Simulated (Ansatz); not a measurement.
SnSe$_{2}$:
```xyz
3
Lattice="3.7692 0.0000 0.0000 -1.8846 3.2642 0.0000 0.0000 0.0000 33.0000" Properties=species:S:1:pos:R:3 pbc="T T F"
Se     1.8846     1.0881    18.0786
Sn     0.0000     0.0000    16.5000
Se     0.0000     2.1761    14.9214
```
Free-standing layer in the xy plane with vacuum along z and no interaction between images.

Relaxed with LDA. Special points in fractions of this cell's reciprocal vectors: Γ (0.000, 0.000, 0.000); M (0.500, 0.000, 0.000); K (0.333, 0.333, 0.000).

Q: List the band energies nearest the valence-band maximum at these points for LDA (plane waves, PAW; program Ansatz).

A: In eV from the valence-band maximum; about four levels below and three above (degenerate sets whole), none deeper than 8.9 eV; points with the same levels are listed once.

| k | below | above |
|---|---|---|
| Γ | -0.51 -0.51 -0.08 -0.08 | 1.60 3.01 4.60 4.60 |
| M | -2.50 -2.36 -0.84 -0.38 | 0.68 3.97 5.26 |
| K | -3.89 -3.89 -3.52 -0.98 -0.98 | 1.78 5.18 5.18 |

Space group P-3m1 (1T). A layer that has been made, often on a substrate. The cell was relaxed with LDA under the symmetry of its start; its stability against distortions is not shown here. Scalar-relativistic: spin–orbit coupling is off unless named, which matters more the heavier the elements.

Potentials: the later of the program's two PAW sets.
